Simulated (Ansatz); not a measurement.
Input and output for bcc Mo (100), 5 layers: DFT, LDA, all-electron LAPW, scalar-relativistic (Ansatz 0.2.0).

The slab is cut from a bulk crystal relaxed on PAW files (its atoms may have been relaxed since).

Command: `ansatz run input.yaml --threads 2 --pin off --max-ram 4096MiB --backend cpu --events-out ev --progress --plain --runs-dir out` It took 68 s on 2 threads of Intel(R) Xeon(R) Platinum 8488C (Sapphire Rapids), on a shared host, peak memory 0.89 GiB.

```yaml
crystal:
  lattice:
    - [3.1112033377, 0.0, 0.0]
    - [0.0, 3.1112033377, 0.0]
    - [0.0, 0.0, 22.2224]
  atoms:
    - { symbol: Mo, position: [0.0, 0.0, 0.35999697] }
    - { symbol: Mo, position: [0.5, 0.5, 0.4299984848] }
    - { symbol: Mo, position: [0.0, 0.0, 0.5] }
    - { symbol: Mo, position: [0.5, 0.5, 0.5700015152] }
    - { symbol: Mo, position: [0.0, 0.0, 0.64000303] }
kpoints:
  mp_grid: { grid: [11, 11, 1] }
scf:
  occupations: { method: fermi_dirac, width: 0.08 }
hamiltonian:
  xc: lda
  pseudopotentials: { kind: all_electron, lapw: { basis_error: 0.001 } }
output:
  forces: true
  stress: true
  eigenvalues: true
  populations: true
  dos: { projected: true, de: 0.2, e_range: [-14, 8] }
efield:
  axis: 3
  amplitude: 0
  dipole_correction: true
```

Output:

```
Mo: projections on atomic orbitals take those of the free atom 1s2 2s2 2p6 3s2 3p6 3d10 4s2 4p6 4d5 5s1, of charge +0.00 (hamiltonian.pseudopotentials.projection_atoms)
LAPW: plane waves up to 8.221 Å⁻¹, error target 1.0e-3 eV per atom; small_component_spin mean_spin; Mo in spheres of 1.347 Å, 30 of its electrons in bands, Dirac shells [] (how accurate: hamiltonian.pseudopotentials.lapw.basis_error, Limitations)
Engine: ansatz 0.2.0
Pseudopotentials: kind: all_electron
Pseudopotential: Mo, LAPW, valence charge 30, lapw/all_electron/scalar/gaussian/Mo, Koelling and Harmon's equation, gaussian nucleus
Functional definition: SPW92
  exchange = slater_x
  correlation = pw_c
Crystal: 5 atoms, lattice volume = 215.104 Å³
Basis set: ecut = 257.52038985350663 eV, 1979 PW (Γ), exchange–correlation at level 2
Bands: 90, of which v1, the nominal top of the filled ones, is band 75 counted from 1 (74 counted from 0)
Symmetry: 8 space group operations
k-points: 21 of 121
Non-local potential: Mo, projectors of the file, none
Initial density: superposition of atomic densities (neutral atoms: chi_scale 0, normalization atom)
Initial wavefunctions: plane waves of lowest kinetic energy (no species holds an atomic orbital)
Functional: x = slater, c = lda
iter 1 solved again at ethr=2.43e-2 eV; its pass at ethr=1.00e-1 eV (dr2=3.64e1 eV) is discarded
SCF iter   1: F=—  HF=-550324.572701 eV  |F-HF|=—  |Δ(HF+E_count)|=         —  Δρ=4.61e-2  dr2=3.64e1  ethr=2.43e-2  p=0.000 e·Å  D=2.98e-14 V/Å  ΔV_dip=-0.00 eV  dr2_dipole=2.94e-11  V_vac-E_F(+/−)=6.19/6.19 eV  ⟨swp⟩=2.0  Hψ=11097  notcnv=0
efield: sawtooth ramp at fractional position 0.9500 (placed from the atoms, in the widest stretch of the axis that holds none; the zero of the levels goes with the place), width 0.1000; the density the first Hamiltonian is built on has a dipole p = 0.000 e·Å; the dipole correction subtracts the counter field D = 9.52e-15 V/Å, which shifts the + side's vacuum level by -0.00 eV against the − side's; the planar-averaged density in the ramp window peaks in size at 3.6e-6 e/Å³
preconditioner: auto → LDOS  [metal: Δε(μ)=0.015 eV  Ē_g=5.766 eV  σ=0.080 eV  W_gap=0.05  n_scr=62 (ndim 8)  ℏωp=13.9 eV  f_vac=0.583  D(μ)=7.13/eV (n_scr^D=52)  β→1.0]
SCF iter   2: F=—  HF=-550320.429889 eV  |F-HF|=—  |Δ(HF+E_count)|=    4.14e0  Δρ=2.32e-2  dr2=3.69e0  ethr=2.43e-2  p=-0.000 e·Å  D=-2.13e-6 V/Å  ΔV_dip=0.00 eV  dr2_dipole=7.10e-9  V_vac-E_F(+/−)=3.91/3.91 eV  ⟨swp⟩=3.0  Hψ=5232  notcnv=0
SCF iter   3: F=—  HF=-550319.433901 eV  |F-HF|=—  |Δ(HF+E_count)|=   9.96e-1  Δρ=7.47e-3  dr2=4.72e-1  ethr=2.46e-3  p=0.000 e·Å  D=4.15e-7 V/Å  ΔV_dip=-0.00 eV  dr2_dipole=4.02e-10  V_vac-E_F(+/−)=4.61/4.61 eV  ⟨swp⟩=3.0  Hψ=6339  notcnv=0
iter 4 solved again at ethr=6.15e-6 eV; its pass at ethr=3.15e-4 eV (dr2=9.23e-3 eV) is discarded
SCF iter   4: F=—  HF=-550319.305132 eV  |F-HF|=—  |Δ(HF+E_count)|=         —  Δρ=2.12e-3  dr2=9.19e-3  ethr=6.15e-6  p=-0.000 e·Å  D=-2.13e-7 V/Å  ΔV_dip=0.00 eV  dr2_dipole=3.24e-10  V_vac-E_F(+/−)=4.38/4.38 eV  ⟨swp⟩=2.0  Hψ=9878  notcnv=0
the basis was enlarged: its passes take 1.7 MiB over the memory plan, 2 of 2 planned eigensolver slots
SCF iter   5: F=—  HF=-550319.303481 eV  |F-HF|=—  |Δ(HF+E_count)|=   1.65e-3  Δρ=7.54e-4  dr2=3.15e-3  ethr=6.13e-6  p=-0.000 e·Å  D=-1.81e-7 V/Å  ΔV_dip=0.00 eV  dr2_dipole=2.07e-12  V_vac-E_F(+/−)=4.34/4.34 eV  ⟨swp⟩=2.6  Hψ=5687  notcnv=0
SCF iter   6: F=—  HF=-550319.303339 eV  |F-HF|=—  |Δ(HF+E_count)|=   1.42e-4  Δρ=2.52e-4  dr2=1.70e-4  ethr=2.10e-6  p=-0.000 e·Å  D=-7.72e-8 V/Å  ΔV_dip=0.00 eV  dr2_dipole=3.42e-13  V_vac-E_F(+/−)=4.34/4.34 eV  ⟨swp⟩=2.0  Hψ=5674  notcnv=0
SCF iter   7: F=—  HF=-550319.303349 eV  |F-HF|=—  |Δ(HF+E_count)|=   1.05e-5  Δρ=9.87e-5  dr2=3.02e-5  ethr=1.13e-7  p=-0.000 e·Å  D=-5.43e-8 V/Å  ΔV_dip=0.00 eV  dr2_dipole=9.60e-14  V_vac-E_F(+/−)=4.33/4.33 eV  ⟨swp⟩=2.0  Hψ=5673  notcnv=0
SCF iter   8: F=—  HF=-550319.303353 eV  |F-HF|=—  |Δ(HF+E_count)|=   3.49e-6  Δρ=3.38e-5  dr2=7.75e-6  ethr=2.01e-8  p=-0.000 e·Å  D=-2.74e-8 V/Å  ΔV_dip=0.00 eV  dr2_dipole=5.10e-14  V_vac-E_F(+/−)=4.32/4.32 eV  ⟨swp⟩=3.0  Hψ=5722  notcnv=0
SCF iter   9: F=—  HF=-550319.303353 eV  |F-HF|=—  |Δ(HF+E_count)|=   2.26e-7  Δρ=8.44e-6  dr2=4.67e-7  ethr=5.17e-9  p=-0.000 e·Å  D=-1.12e-8 V/Å  ΔV_dip=0.00 eV  dr2_dipole=1.13e-14  V_vac-E_F(+/−)=4.32/4.32 eV  ⟨swp⟩=3.0  Hψ=5853  notcnv=0
SCF iter  10: F=-550319.303353 eV  HF=-550319.303353 eV  |F-HF|=2.13e-8  |Δ(HF+E_count)|=   6.37e-8  Δρ=3.09e-6  dr2=8.11e-8  ethr=3.11e-10  p=-0.000 e·Å  D=-4.60e-9 V/Å  ΔV_dip=0.00 eV  dr2_dipole=2.63e-15  V_vac-E_F(+/−)=4.32/4.32 eV  ⟨swp⟩=3.0  Hψ=5887  notcnv=0
SCF 1 converged in 10 iterations: F = -550319.303353 eV  dr2 = 8.11e-8
SCF converged after 10 iterations
Free energy (F): -550319.303353 eV
Harris-Foulkes:  -550319.303353 eV  (|F-HF|=2.13e-8)
Internal energy: -550319.152831 eV  (E = F + TS)
E sigma→0 (E₀):  -550319.228092 eV
Entropy (-TS):   -0.150522 eV (-30.104 meV/atom)
Fermi energy:    5.725015 eV
Dipole field:    D = -0.000000 V/Å  (p = -0.000000 e·Å, saw-weighted, corrected)
Work function:   Φ+ = 4.3194 eV   Φ− = 4.3194 eV
Levels:          The Fermi level and band energies are counted from a zero that moves with the ramp; work functions are not
--- Per-component energies (eV) ---
  E_band       = -23006.007607
  E_kinetic    = 570111.139081
  E_xc         = -16277.794011
  E_efield     = 0.000000  (sawtooth field / dipole correction)
  E_electrostatic = -1104152.497902  (all electrons and nuclei)
  E_smearing   = -0.150522  (= −TS)
  E_closure    = 0.000000  (closes the sum)
  E_atoms      = -550263.201634  (free atoms, spherical and without spin; not in F)
  Σ components = -550319.303353   (vs F -550319.303353, Δ=0.00e0)
  Basis errors (estimates in eV, not in F): energy 3.2e-4 per atom: plane waves 2.8e-4 (1.6e-4 summed), levels above the bands 3.1e-26, relativity 6.8e-9, radial functions 3.7e-5, core shells 2.4e-7; eigenvalues (radial functions only) 8.9e-7; not estimated: angular momenta, meshes, grids; target (lapw.basis_error) 1.0e-3; muffin-tin radii Mo 1.347 Å
--- Forces (eV/Å), atoms counted from 1 ---
  atom   1  Mo     0.00000000     0.00000000     1.54311469
  atom   2  Mo    -0.00000000     0.00000000    -1.31478019
  atom   3  Mo    -0.00000000     0.00000000    -0.00000006
  atom   4  Mo     0.00000000     0.00000000     1.31477987
  atom   5  Mo    -0.00000000    -0.00000000    -1.54311427
  max |Σ_I F_I| component: 3.11e-8 eV/Å
--- Stress (GPa, compression-positive) ---
       -6.246296      -0.000000      -0.000000
       -0.000000      -6.246296      -0.000000
       -0.000000      -0.000000      -4.104629
  P = ⅓ Tr σ = -5.5324 GPa (-55.324 kbar)
--- Band table (eV; the first three rows and the last of 21) ---
  k-point 0: bands = ["-369.5558", "-369.5545", "-369.5545", "-369.3544", "-369.3544", "-369.3544", "-369.3544", "-369.3493", "-369.3493", "-369.3418", "-369.3418", "-369.3217", "-369.3217", "-369.3217", "-369.3217", "-212.1357", "-212.1319", "-212.1059", "-212.1047", "-212.1047", "-211.9373", "-211.9373", "-211.9333", "-211.9333", "-211.9070", "-211.9070", "-211.9035", "-211.9035", "-211.8983", "-211.8983", "-211.8983", "-211.8983", "-211.8802", "-211.8802", "-211.8786", "-211.8786", "-211.8786", "-211.8786", "-211.8712", "-211.8712", "-55.3330", "-55.0820", "-54.9921", "-54.8022", "-54.7792", "-29.6594", "-29.5716", "-29.5716", "-29.4470", "-29.2804", "-29.2188", "-29.2188", "-28.9704", "-28.9704", "-28.9003", "-28.6466", "-28.6466", "-28.6460", "-28.5573", "-28.5573", "-0.8797", "0.4722", "0.6957", "0.7415", "1.7181", "2.0559", "2.1543", "3.3411", "4.4147", "4.4147", "4.7139", "4.8784", "4.8784", "5.2598", "5.6240", "5.6457", "5.7383", "5.7383", "5.7865", "6.8458", "7.1016", "7.2496", "7.2496", "7.9109", "8.5946", "8.8964", "9.0682", "9.0682", "9.5581", "9.6453"]
  k-point 1: bands = ["-369.5558", "-369.5545", "-369.5545", "-369.3544", "-369.3544", "-369.3544", "-369.3544", "-369.3493", "-369.3493", "-369.3418", "-369.3418", "-369.3217", "-369.3217", "-369.3217", "-369.3217", "-212.1357", "-212.1319", "-212.1059", "-212.1047", "-212.1047", "-211.9373", "-211.9373", "-211.9333", "-211.9333", "-211.9070", "-211.9070", "-211.9035", "-211.9035", "-211.8983", "-211.8983", "-211.8983", "-211.8983", "-211.8802", "-211.8802", "-211.8786", "-211.8786", "-211.8786", "-211.8786", "-211.8712", "-211.8712", "-55.3237", "-55.0753", "-54.9905", "-54.8051", "-54.7847", "-29.6810", "-29.6439", "-29.5526", "-29.3970", "-29.3560", "-29.2067", "-29.1397", "-29.0831", "-28.9691", "-28.8009", "-28.7288", "-28.6549", "-28.5862", "-28.5844", "-28.5732", "-0.7062", "0.6004", "0.8223", "0.8433", "1.7811", "2.1623", "2.1849", "3.3501", "4.2611", "4.2776", "4.2910", "5.0163", "5.1306", "5.1454", "5.2512", "5.5770", "5.6774", "6.2799", "6.3261", "6.5458", "6.8129", "7.2090", "7.7896", "7.8634", "8.2607", "8.6201", "8.8698", "9.4512", "9.4874", "9.6774"]
  k-point 2: bands = ["-369.5558", "-369.5545", "-369.5545", "-369.3544", "-369.3544", "-369.3544", "-369.3544", "-369.3493", "-369.3493", "-369.3418", "-369.3418", "-369.3217", "-369.3217", "-369.3217", "-369.3217", "-212.1357", "-212.1319", "-212.1059", "-212.1047", "-212.1047", "-211.9373", "-211.9373", "-211.9333", "-211.9333", "-211.9070", "-211.9070", "-211.9035", "-211.9035", "-211.8983", "-211.8983", "-211.8983", "-211.8983", "-211.8802", "-211.8802", "-211.8786", "-211.8786", "-211.8786", "-211.8786", "-211.8712", "-211.8712", "-55.2973", "-55.0562", "-54.9866", "-54.8140", "-54.8005", "-29.7572", "-29.7567", "-29.4978", "-29.4048", "-29.3832", "-29.1783", "-29.1721", "-29.0875", "-28.9662", "-28.7846", "-28.7209", "-28.6791", "-28.6432", "-28.6188", "-28.5592", "-0.2276", "0.8668", "1.0173", "1.2606", "1.8600", "2.0170", "2.6946", "3.7585", "3.7648", "3.8134", "4.2242", "4.9292", "4.9732", "4.9896", "5.0116", "6.0109", "6.0237", "6.3222", "6.5490", "6.7504", "6.7994", "7.0291", "7.7288", "7.7920", "8.1449", "8.2015", "8.8317", "9.4736", "9.8090", "10.0122"]
  k-point 20: bands = ["-369.5558", "-369.5545", "-369.5545", "-369.3544", "-369.3544", "-369.3544", "-369.3544", "-369.3493", "-369.3493", "-369.3418", "-369.3418", "-369.3217", "-369.3217", "-369.3217", "-369.3217", "-212.1357", "-212.1319", "-212.1059", "-212.1047", "-212.1047", "-211.9373", "-211.9373", "-211.9333", "-211.9333", "-211.9070", "-211.9070", "-211.9035", "-211.9035", "-211.8983", "-211.8983", "-211.8983", "-211.8983", "-211.8802", "-211.8802", "-211.8786", "-211.8786", "-211.8786", "-211.8786", "-211.8712", "-211.8712", "-55.1620", "-54.9580", "-54.9455", "-54.8436", "-54.8434", "-30.0236", "-30.0127", "-29.6280", "-29.5888", "-29.3578", "-29.3303", "-29.2226", "-29.0834", "-29.0642", "-29.0424", "-29.0314", "-28.7884", "-28.7708", "-28.6287", "-28.6168", "0.9418", "1.0225", "2.1748", "2.3308", "2.4507", "2.7261", "2.8266", "2.8584", "3.5488", "3.6919", "3.7017", "5.0916", "5.1198", "7.2367", "7.3198", "7.4109", "7.5547", "7.6317", "7.7429", "7.8065", "8.1862", "8.2542", "8.3846", "8.5046", "8.6320", "8.8677", "9.7346", "12.5648", "13.2011", "13.4955"]
--- Löwdin populations: 5 sites ---
  site symbol       q [e]
     0     Mo     41.9987
     1     Mo     41.9042
     2     Mo     41.8817
     3     Mo     41.9042
     4     Mo     41.9987
  spilling = 0.001488 (of n_electrons = 210.000000)
```

populations.tsv:

```
# site	symbol	l	j	q
# orbitals = lowdin
# n_electrons = 210.000000
# spilling = 0.001488
# projection_atom_Mo: 1s2 2s2 2p6 3s2 3p6 3d10 4s2 4p6 4d5 5s1
0	Mo	0_1S	-	1.999996
0	Mo	0_2S	-	1.999883
0	Mo	0_3S	-	1.997927
0	Mo	0_4S	-	1.964782
0	Mo	0_5S	-	0.815177
0	Mo	1_2P	-	5.999998
0	Mo	1_3P	-	5.999887
0	Mo	1_4P	-	5.982678
0	Mo	2_3D	-	9.999969
0	Mo	2_4D	-	5.238405
1	Mo	0_1S	-	1.999994
1	Mo	0_2S	-	1.999793
1	Mo	0_3S	-	1.996318
1	Mo	0_4S	-	1.938490
1	Mo	0_5S	-	0.755371
1	Mo	1_2P	-	5.999998
1	Mo	1_3P	-	5.999899
1	Mo	1_4P	-	5.986107
1	Mo	2_3D	-	9.999959
1	Mo	2_4D	-	5.228247
2	Mo	0_1S	-	1.999994
2	Mo	0_2S	-	1.999785
2	Mo	0_3S	-	1.996185
2	Mo	0_4S	-	1.936382
2	Mo	0_5S	-	0.739337
2	Mo	1_2P	-	5.999998
2	Mo	1_3P	-	5.999894
2	Mo	1_4P	-	5.985539
2	Mo	2_3D	-	9.999958
2	Mo	2_4D	-	5.224603
3	Mo	0_1S	-	1.999994
3	Mo	0_2S	-	1.999793
3	Mo	0_3S	-	1.996318
3	Mo	0_4S	-	1.938490
3	Mo	0_5S	-	0.755371
3	Mo	1_2P	-	5.999998
3	Mo	1_3P	-	5.999899
3	Mo	1_4P	-	5.986107
3	Mo	2_3D	-	9.999959
3	Mo	2_4D	-	5.228247
4	Mo	0_1S	-	1.999996
4	Mo	0_2S	-	1.999883
4	Mo	0_3S	-	1.997927
4	Mo	0_4S	-	1.964782
4	Mo	0_5S	-	0.815177
4	Mo	1_2P	-	5.999998
4	Mo	1_3P	-	5.999887
4	Mo	1_4P	-	5.982678
4	Mo	2_3D	-	9.999969
4	Mo	2_4D	-	5.238405
```

Next run (atoms relaxed), as changes to the input before:

```diff
   atoms:
-    - { symbol: Mo, position: [0.0, 0.0, 0.35999697] }
-    - { symbol: Mo, position: [0.5, 0.5, 0.4299984848] }
-    - { symbol: Mo, position: [0.0, 0.0, 0.5] }
-    - { symbol: Mo, position: [0.5, 0.5, 0.5700015152] }
-    - { symbol: Mo, position: [0.0, 0.0, 0.64000303] }
+    - { symbol: Mo, position: [0.0, 0.0, 0.3666937338] }
+    - { symbol: Mo, position: [0.5, 0.5, 0.4285887491] }
+    - { symbol: Mo, position: [0.0, 0.0, 0.4999999989] }
+    - { symbol: Mo, position: [0.5, 0.5, 0.5714112521] }
+    - { symbol: Mo, position: [0.0, 0.0, 0.6333062661] }
 kpoints:
   eigenvalues: true
-  populations: true
-  dos: { projected: true, de: 0.2, e_range: [-14, 8] }
+relax:
+  f_tol: 0.01
+  max_steps: 12
 efield:
```

Results part of the output:

```
SCF converged after 3 iterations
Free energy (F): -550319.588696 eV
Harris-Foulkes:  -550319.588696 eV  (|F-HF|=4.03e-8)
Internal energy: -550319.450660 eV  (E = F + TS)
E sigma→0 (E₀):  -550319.519678 eV
Entropy (-TS):   -0.138035 eV (-27.607 meV/atom)
Fermi energy:    5.745175 eV
Dipole field:    D = -0.000000 V/Å  (p = -0.000000 e·Å, saw-weighted, corrected)
Work function:   Φ+ = 4.2853 eV   Φ− = 4.2853 eV
Levels:          The Fermi level and band energies are counted from a zero that moves with the ramp; work functions are not
[... lines left out ...]
  k-point 2: bands = ["-466.0975", "-465.8255", "-465.8255", "-465.6930", "-465.6930", "-369.5745", "-369.5510", "-369.5510", "-369.2925", "-369.2925", "-369.2925", "-369.2925", "-369.2758", "-369.2758", "-369.1692", "-369.1692", "-369.1467", "-369.1467", "-369.1467", "-369.1467", "-212.1432", "-212.1242", "-212.1181", "-212.1181", "-212.0977", "-211.8781", "-211.8781", "-211.8627", "-211.8627", "-211.8405", "-211.8405", "-211.8278", "-211.8278", "-211.8278", "-211.8278", "-211.7305", "-211.7305", "-211.7114", "-211.7114", "-211.7054", "-211.7054", "-211.7054", "-211.7054", "-211.6864", "-211.6864", "-55.3004", "-55.0804", "-55.0037", "-54.6978", "-54.6926", "-29.8410", "-29.7513", "-29.5239", "-29.4929", "-29.4192", "-29.2895", "-29.1795", "-29.1639", "-29.0238", "-28.6777", "-28.6335", "-28.5458", "-28.5316", "-28.5068", "-28.4467", "-0.2738", "0.6987", "0.9360", "1.1451", "1.4766", "1.9087", "2.5024", "3.4576", "3.6949", "3.7667", "4.1434", "4.3824", "4.9016", "4.9377", "5.0656", "6.0873", "6.2605", "6.2979", "6.3363", "6.7273", "6.7743", "7.4377", "7.7607", "7.9677", "8.3487", "8.5622", "9.1144", "9.4660", "10.1243", "10.1473", "10.7228"]
  k-point 20: bands = ["-466.0975", "-465.8255", "-465.8255", "-465.6930", "-465.6930", "-369.5745", "-369.5510", "-369.5510", "-369.2925", "-369.2925", "-369.2925", "-369.2925", "-369.2758", "-369.2758", "-369.1692", "-369.1692", "-369.1467", "-369.1467", "-369.1467", "-369.1467", "-212.1432", "-212.1242", "-212.1181", "-212.1181", "-212.0977", "-211.8781", "-211.8781", "-211.8627", "-211.8627", "-211.8405", "-211.8405", "-211.8278", "-211.8278", "-211.8278", "-211.8278", "-211.7305", "-211.7305", "-211.7114", "-211.7114", "-211.7054", "-211.7054", "-211.7054", "-211.7054", "-211.6864", "-211.6864", "-55.1698", "-54.9490", "-54.9394", "-54.7559", "-54.7553", "-30.0858", "-30.0711", "-29.8049", "-29.7820", "-29.4393", "-29.3851", "-29.2874", "-29.0824", "-29.0561", "-29.0079", "-28.9423", "-28.5857", "-28.5746", "-28.4796", "-28.4688", "0.8557", "1.0094", "2.1337", "2.2930", "2.3836", "2.8321", "2.8820", "2.9887", "3.6729", "3.6925", "3.7123", "4.8451", "4.9054", "7.0457", "7.1464", "7.2774", "7.5128", "7.5377", "7.6985", "8.0090", "8.0641", "8.1611", "8.2983", "8.4914", "8.6093", "8.8271", "9.7218", "12.6896", "13.2819", "13.4831", "13.8775"]
--- Relaxed structure (2 steps of the walk, 2 accepted, 0 SCFs on fresh bases) ---
  F+E_penalty+E_count = -550319.58869556 eV   max|allowed force component| = 2.087e-3 eV/Å
  atoms:
    - { symbol: Mo, position: [0.0, 0.0, 0.36669373380000003] }
    - { symbol: Mo, position: [0.49999999999999994, 0.49999999999999994, 0.4285887491] }
    - { symbol: Mo, position: [0.0, 0.0, 0.4999999989000001] }
    - { symbol: Mo, position: [0.49999999999999994, 0.49999999999999994, 0.5714112521] }
    - { symbol: Mo, position: [0.0, 0.0, 0.6333062661] }
```

Next run (spin-orbit coupling on), as changes to the input before:

```diff
   eigenvalues: true
-relax:
-  f_tol: 0.01
-  max_steps: 12
 efield:
   dipole_correction: true
+magnetization:
+  noncollinear: true
+  spin_orbit: true
```

Command: `ansatz run input.yaml --threads 2 --pin off --max-ram 4096MiB --backend cpu --events-out ev --progress --plain --runs-dir out` It took 4.9 min on 2 threads of Intel(R) Xeon(R) Platinum 8488C (Sapphire Rapids) (shared host), peak memory 2.3 GiB.

Results part of the output:

```
SCF 1 converged in 10 iterations: F = -550399.138149 eV  dr2 = 1.06e-8
[... lines left out ...]
  k-point 20: bands = ["-381.5320", "-381.5320", "-381.2618", "-381.2618", "-381.2618", "-381.2618", "-381.1302", "-381.1302", "-381.1302", "-381.1302", "-364.0055", "-364.0055", "-363.9895", "-363.9895", "-363.7333", "-363.7333", "-363.7333", "-363.7333", "-363.7220", "-363.7220", "-363.7220", "-363.7220", "-363.6033", "-363.6033", "-363.6033", "-363.6033", "-363.5879", "-363.5879", "-363.5879", "-363.5879", "-214.0650", "-214.0650", "-214.0490", "-214.0490", "-213.7918", "-213.7918", "-213.7918", "-213.7918", "-213.7805", "-213.7805", "-213.7805", "-213.7805", "-213.6550", "-213.6550", "-213.6550", "-213.6550", "-213.6397", "-213.6397", "-213.6397", "-213.6397", "-210.7463", "-210.7463", "-210.7333", "-210.7333", "-210.7199", "-210.7199", "-210.4768", "-210.4768", "-210.4768", "-210.4768", "-210.4636", "-210.4636", "-210.4636", "-210.4636", "-210.4465", "-210.4465", "-210.4465", "-210.4465", "-210.3363", "-210.3363", "-210.3363", "-210.3363", "-210.3234", "-210.3234", "-210.3234", "-210.3234", "-210.3110", "-210.3110", "-210.3110", "-210.3110", "-55.1517", "-55.1517", "-54.9324", "-54.9324", "-54.9228", "-54.9228", "-54.7411", "-54.7411", "-54.7404", "-54.7404", "-31.2349", "-31.2349", "-31.1030", "-31.1030", "-31.0637", "-31.0637", "-30.8582", "-30.8582", "-30.8274", "-30.8274", "-28.8320", "-28.8320", "-28.8108", "-28.8108", "-28.7334", "-28.7334", "-28.6865", "-28.6865", "-28.5016", "-28.5016", "-28.4252", "-28.4252", "-27.9863", "-27.9863", "-27.9599", "-27.9599", "-27.8510", "-27.8510", "-27.8305", "-27.8305", "0.8547", "0.8547", "1.0097", "1.0097", "2.1309", "2.1309", "2.2923", "2.2923", "2.3788", "2.3788", "2.8226", "2.8226", "2.8850", "2.8850", "2.9916", "2.9916", "3.6390", "3.6390", "3.7055", "3.7055", "3.7254", "3.7254", "4.8401", "4.8401", "4.9005", "4.9005", "7.0133", "7.0133", "7.1499", "7.1499", "7.2800", "7.2800", "7.5117", "7.5117", "7.5495", "7.5495", "7.7065", "7.7065", "8.0118", "8.0118", "8.0666", "8.0666", "8.1727", "8.1727", "8.3064", "8.3064", "8.4932", "8.4932", "8.6076", "8.6076", "8.8333", "8.8333", "9.7213", "9.7213", "12.6908", "12.6908", "13.2770", "13.2770", "13.4888", "13.4888"]
```
